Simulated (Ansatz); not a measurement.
NaHF₂ in space group R-3m (No. 166; Na on 3a, H on 3b, F on 6c), r²SCAN+D4 in the plane-wave PAW code Ansatz. The conduction-band minimum lies at Γ, with 1 equivalent valley. Second derivatives d²E/dk² of the lowest band at one valley (eV·Å²), along Cartesian directions:

| direction | d²E/dk² |
|---|---|
| [100] | 12.22 |
| [010] | 12.22 |
| [001] | 12.28 |
| [110] | 12.22 |
| [101] | 12.25 |
| [011] | 12.25 |

Find the principal effective masses, the density-of-states mass and the conductivity mass.

Off-diagonal terms follow from H_xy = H[110] − (H_xx + H_yy)/2, and m*/mₑ = 7.620 eV·Å² over each eigenvalue: 0.62, 0.62, 0.62. One valley's DOS mass (m₁m₂m₃)^(1/3) = 0.62, conductivity mass 3/(Σ 1/mᵢ) = 0.62 mₑ.

What effective density of states Nc follows at 300 K for parabolic valleys?

Nc = 2.509e19 × 1 × (0.62)^(3/2) ≈ 1.2e19 cm⁻³.

The first step of the workflow began from a Materials Project structure, measured or hypothetical; the Crystallography Open Database files this formula in space group No. 166, but the cells were not matched. Whether it is the stable phase at ambient conditions was not checked. The r²SCAN+D4 relaxation kept the symmetry of its start; its stability against distortions is not shown here.

Potentials: the later of the program's two PAW sets.

Edges and masses are those of Kohn–Sham bands, whose gap is no quasiparticle gap.
